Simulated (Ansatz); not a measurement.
Sr:
```yaml
crystal:
  lattice:
    - [-2.33493, 2.33493, 2.33493]
    - [2.33493, -2.33493, 2.33493]
    - [2.33493, 2.33493, -2.33493]
  atoms:
    - { symbol: Sr, position: [0.00000, 0.00000, 0.00000] }
```

Relaxed with PBEsol. Special points in fractions of this cell's reciprocal vectors: Γ (0.000, 0.000, 0.000); H (0.500, -0.500, 0.500); N (0.000, 0.000, 0.500); P (0.250, 0.250, 0.250).

Q: List the band energies nearest the Fermi level at these points for plane-wave PAW PBEsol with spin–orbit coupling (Ansatz code).

A: In eV from the Fermi level; about four levels below and three above (degenerate sets whole), none deeper than 8.9 eV; points with the same levels are listed once.

```csv
k,below,above
Γ,-3.76 -3.76,2.45 2.45 2.45 2.45
H,-0.23 -0.23 -0.23 -0.23,3.74 3.74 3.97 3.97 3.97 3.97
N,-1.06 -1.06,0.35 0.35 1.22 1.22
P,–,0.31 0.31 0.40 0.40 0.40 0.40
```

Space group Im-3m (bcc (W type)). This is a known high-temperature phase of the composition, computed here at zero pressure and temperature. The cell was relaxed with PBEsol under the symmetry of its start; whether a distortion lowers the energy is not shown.

Potentials: the earlier of the program's two PAW sets. The files were generated under PBE; for other functionals the program regenerates the frozen cores, and for LDA and PBEsol the local potential too.
